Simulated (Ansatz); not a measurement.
According to the program Ansatz at the r²SCAN+D4 level (PAW), ZnSe in the orthorhombic phase (Pnma; Zn on 4c, Se on 4c) relaxes to a = 6.509 Å, b = 4.124 Å, c = 6.925 Å. Zn has 4 nearest neighbours from 2.41 Å (tetrahedral). Against the elements it lies at -0.72 eV/atom, with no fitted shifts.

The Kohn–Sham gap is 2.01 eV (direct). The valence maximum lies at Γ and the conduction minimum at Γ. Electrons at the band edge weigh 0.15, 0.18, 0.19 mₑ (principal values). The hole mass is 0.17, 1.6, 2.2 mₑ (principal values).

The bulk modulus is 23.7 GPa. Bader charges are Zn +0.85, Se -0.85 e.

The start of the workflow was typed in or built on a structure type; neither database checked (COD, Materials Project) lists it. It is not the phase usual at ambient conditions (space group No. 216). The cell was relaxed with r²SCAN+D4 under the symmetry of its start; its stability against distortions is not shown here. The references are the lowest solids computed at this level, not always the standard phases. Spin–orbit coupling is left out wherever it is not named.

Potentials: the earlier of the program's two PAW sets.
